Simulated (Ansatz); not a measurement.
GaAs:
```
GaAs
1.0
    0.00000     2.84135     2.84135
    2.84135     0.00000     2.84135
    2.84135     2.84135     0.00000
Ga As
1 1
Direct
  0.00000   0.00000   0.00000
  0.75000   0.75000   0.75000
```

Relaxed with HSE06.

Problem. Give the Bader charges and basin volumes of the independent atoms, HSE06 (plane waves, PAW; program Ansatz).

Solution. 

| atom | Bader charge (e) | Bader volume (Å³) |
|---|---|---|
| Ga1 | +0.82 | 16.4 |
| As2 | -0.82 | 29.4 |

Space group F-43m (zinc blende). Symmetry was held in the HSE06 relaxation.

Potentials: the earlier of the program's two PAW sets. The files were generated under PBE; for other functionals the program regenerates the frozen cores, and for LDA and PBEsol the local potential too.
